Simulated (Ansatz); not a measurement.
Sc (dhcp type), DFT, LDA, all-electron LAPW, scalar-relativistic (Ansatz 0.2.0), on 1 thread of Arm Neoverse V2 (shared host).

Command: `ansatz run input.yaml --threads 1 --pin off --max-ram 3584MiB --backend cpu --events-out ev --progress --plain --runs-dir out`

```yaml
crystal:
  lattice:
    - [3.058125637, 0.0, 0.0]
    - [-1.5290628185, 2.6484144896, 0.0]
    - [0.0, 0.0, 9.7986747633]
  atoms:
    - { symbol: Sc, position: [0.0, 0.0, 0.0] }
    - { symbol: Sc, position: [0.0, 0.0, 0.5] }
    - { symbol: Sc, position: [0.3333333333, 0.6666666667, 0.25] }
    - { symbol: Sc, position: [0.6666666667, 0.3333333333, 0.75] }
kpoints:
  mp_grid: { grid: [12, 12, 4] }
scf:
  occupations: { method: fermi_dirac, width: 0.1 }
hamiltonian:
  xc: lda
  pseudopotentials: { kind: all_electron, lapw: { basis_error: 0.0005 } }
output:
  forces: true
  stress: true
  eigenvalues: true
  populations: true
```

**Question.** How large is the problem that the program sets up?

**Answer.** 57 irreducible k-points, 575 plane waves at Γ, 27 bands.

**Question.** About how long does it take?

**Answer.** 35 s of wall time for 8 SCF iterations. Times on shared machines scatter by tens of per cent.
